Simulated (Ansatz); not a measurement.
MgC8:
```yaml
crystal:
  lattice:
    - [5.00217, 0.00000, 0.00000]
    - [-2.50108, 4.33200, 0.00000]
    - [0.00000, 0.00000, 3.66115]
  atoms:
    - { symbol: C, position: [0.16885, 0.33769, 0.00000] }
    - { symbol: C, position: [0.16885, 0.83115, 0.00000] }
    - { symbol: C, position: [0.66667, 0.33333, 0.00000] }
    - { symbol: C, position: [0.66231, 0.83115, 0.00000] }
    - { symbol: C, position: [0.33769, 0.16885, 0.00000] }
    - { symbol: C, position: [0.33333, 0.66667, 0.00000] }
    - { symbol: C, position: [0.83115, 0.16885, 0.00000] }
    - { symbol: C, position: [0.83115, 0.66231, 0.00000] }
    - { symbol: Mg, position: [0.00000, 0.00000, 0.50000] }
```

This is the r²SCAN+D4-relaxed structure.

Task: All from r²SCAN+D4 (plane waves, PAW; program Ansatz), unless another level is named. Give the electronic character.

Result: metallic (no gap).

Task: What about the formation energy from the elements (no fitted shifts)?

Result: 0.20 eV/atom.

Task: Next, the density of states at the Fermi level?

Result: 0.15 states/eV per atom (mean over ±0.08 eV).

Space group P6/mmm. The cell is a constructed one: a structure type filled with these elements; neither database checked (COD, Materials Project) lists it. Its standing as an ambient phase is unchecked. Symmetry was held in the r²SCAN+D4 relaxation; whether a distortion lowers the energy is not shown. The references are the lowest solids computed at this level, not always the standard phases.

Potentials: the later of the program's two PAW sets.
